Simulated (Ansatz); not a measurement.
Input file for Ansatz (an electronic-structure program):

Ansatz 0.2 input:
```yaml
crystal:
  lattice:
    - [2.5917113884, 0.0, 0.0]
    - [0.0, 2.5917113884, 0.0]
    - [0.0, 0.0, 5.966069393]
  atoms:
    - { symbol: C, position: [0.0, 0.0, 0.75] }
    - { symbol: C, position: [0.0, 0.0, 0.25] }
    - { symbol: C, position: [0.5, 0.0, 0.8885559038] }
    - { symbol: C, position: [0.5, 0.0, 0.1114440962] }
    - { symbol: C, position: [0.0, 0.5, 0.3885559038] }
    - { symbol: C, position: [0.0, 0.5, 0.6114440962] }
kpoints:
  mp_grid: { grid: [16, 16, 7] }
hamiltonian:
  xc: r2scan
  pseudopotentials: { kind: paw }
scf:
  occupations: { method: gaussian, width: 0.05 }
checkpoint: { read: metal.run }
output: { write_density: true, elf: true, volumetric_format: npy }
basis: { fft_grid_basis: typed }
```

Output (shortened):

```
Pseudopotentials: kind: paw
Pseudopotential: C, paw, valence charge 4
Functional definition: r2SCAN
Crystal: 6 atoms, lattice volume = 40.074 Å³
Basis set: ecut = 500 eV, 1033 PW (Γ), exchange–correlation on 80×80×180 points (64 copies of the dense FFT grid, shifted against one another)
Bands: 24, of which v1, the nominal top of the filled ones, is band 12 counted from 1 (11 counted from 0)
Symmetry: 16 space group operations
Space group: P42/mmc (ITA 131), of the structure as read, at distance tolerance 3.4e-5 Å
k-points: 180 of 1792
PAW frozen core: C, regenerated for the run's functional
Initial density: read from a saved state, or passed on in memory by an earlier SCF of this step, an earlier step, the calling program or the single point that …
Stability of the state it starts from, as read at its close in the unpolarized treatment …
Initial wavefunctions: pseudopotential atomic-orbital guess
Eigensolver: davidson
Functional: x = r2scan, c = r2scan; τ floored in thin density (d = 2e-4 eV/Å³)
iter 1 solved again at ethr=5.17e-8 eV; its pass at ethr=3.10e-3 eV (dr2=1.24e-5 eV) is discarded
SCF iter   1: F=—  HF=-1506.413948 eV  |F-HF|=—  |Δ(HF+E_count)|=         —  Δρ=8.18e-7  dr2=1.11e-10  dr2_τ=1.51e-11  ethr=5.17e-8  ⟨swp⟩=3.9  Hψ=32948  notcnv=0
all-band conjugate gradients solve this SCF's bands
preconditioner: auto → none
SCF iter   2: F=-1506.413948 eV  HF=-1506.413948 eV  |F-HF|=1.00e-11  |Δ(HF+E_count)|=   4.65e-9  Δρ=4.68e-7  dr2=2.90e-11  dr2_τ=5.18e-12  ethr=1.00e-12  ⟨swp⟩=6.4  Hψ=13997  notcnv=0
SCF 1 converged in 2 iterations: F = -1506.413948 eV  dr2 = 2.90e-11
SCF converged after 2 iterations
Free energy (F): -1506.413948 eV
Harris-Foulkes:  -1506.413948 eV  (|F-HF|=1.00e-11)
Internal energy: -1506.413527 eV  (E = F + TS)
E sigma→0 (E₀):  -1506.413737 eV
Entropy (-TS):   -0.000421 eV (-0.070 meV/atom)
Fermi energy:    11.061031 eV
--- Per-component energies (eV) ---
  E_band       = 30.347974
  E_kinetic    = 545.142588
  E_local      = -517.798235  (includes V_loc(G=0)·N_el)
  E_nonlocal   = 159.803752
  E_hartree    = 126.959089
  E_xc         = -283.890358
  E_vxc        = -392.492645  (∫ρ·V_xc dr)
  E_paw        = -604.381988  (= ΣΔE_a)
  E_vpaw       = -39.404428  (= ΣTr[D̂ρ^β])
  E_aug_tail   = 0.000026  (compensation charges beyond the density's cutoff)
  E_vtau       = 21.178768  (kinetic-family band-sum trace: ∫τ·v_τ [+ j·A + Jᵃ·Aᵃ] dr)
  E_ewald      = -932.099758
  E_core_change = -0.148642  (= ΣΔE_core)
  E_smearing   = -0.000421  (= −TS)
  E_closure    = 0.000000  (closes the sum)
  Σ components = -1506.413948   (vs F -1506.413948, Δ=0.00e0)
  [band-id]    e_kinetic+e_local+e_nonlocal+2·e_hartree+e_vxc+e_vpaw+e_augmentation_tail+e_vtau = 30.348003   (vs E_band 30.347974, Δ=2.93e-5)
--- Band table (eV; the first three rows and the last of 180) ---
  k-point 0: bands = ["-10.8675", "-8.3246", "-6.8064", "0.1042", "2.3242", "4.1917", "4.1917", "6.3849", "6.3849", "8.1120", "10.3925", "10.3925", "14.4627", "15.5439", "16.8424", "17.4437", "17.4437", "18.6334", "20.3594", "20.3594", "22.0385", "22.9106", "26.0123", "26.3172"]
  k-point 1: bands = ["-10.8020", "-8.6873", "-6.3290", "-0.5866", "3.0126", "4.2382", "4.2382", "6.2454", "6.2454", "7.9181", "10.6320", "10.6320", "14.4960", "15.4480", "16.8752", "16.8752", "16.9547", "18.5491", "20.9393", "20.9393", "22.1415", "22.9988", "25.8562", "26.2627"]
  k-point 2: bands = ["-10.6062", "-9.2881", "-5.3864", "-1.8020", "4.2125", "4.3617", "4.3617", "5.9384", "5.9384", "7.3605", "11.2127", "11.2127", "14.5967", "15.2293", "15.8463", "15.8463", "17.2300", "18.3101", "21.9934", "21.9934", "22.4406", "23.1782", "25.5346", "26.0464"]
  k-point 179: bands = ["-4.2065", "-4.2065", "-3.5024", "-3.1056", "-0.5334", "-0.5334", "2.7995", "2.7995", "3.0953", "4.0767", "4.5178", "5.0504", "11.7070", "13.0560", "16.6570", "16.6570", "20.4578", "21.9701", "22.8241", "22.8241", "26.7466", "26.7466", "29.6208", "29.7416"]
  band table: 24 of 24 bands, residual norms ≤ 1.0e-3 eV
```

Cost: around 8 core-seconds (rough) on shared cores.

Space group P4_2/mmc. The start of the workflow was typed in or built on a structure type; neither database checked (COD, Materials Project) lists it. It is not the phase usual at ambient conditions (space group No. 194, 227). The r²SCAN relaxation kept the symmetry of its start; whether a distortion lowers the energy is not shown.

Potentials: the later of the program's two PAW sets.

Ansatz is a plane-wave DFT program.
